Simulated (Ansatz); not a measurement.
InAs (zinc blende, F-43m) at seven volumes, DFT-r²SCAN in the program Ansatz with PAW potentials, scaled uniformly. One row is withheld.

| V (Å³/atom) | P (GPa) |
|---|---|
| 25.918 | 6.78 |
| 26.773 | 4.12 |
| 27.627 | 1.88 |
| 28.482 | -0.01 |
| 29.336 | -1.54 |
| 30.191 | -2.88 |
| 31.045 | ? |

Fit the shown pressures and predict the withheld one.

P = (3/2)B₀(x^(7/2) − x^(5/2))[1 + (3/4)(B′ − 4)(x − 1)] with x = (V₀/V)^(2/3). Least squares on the six rows gives V₀ = 28.486 Å³/atom, B₀ = 57.0 GPa, B′ = 4.88. At V = 31.045, x = 0.9443 and P = -3.98 GPa. The run itself gave -4.01 GPa.

The r²SCAN relaxation kept the symmetry of its start; phonons on a q-mesh show no instability.

Potentials: the earlier of the program's two PAW sets.
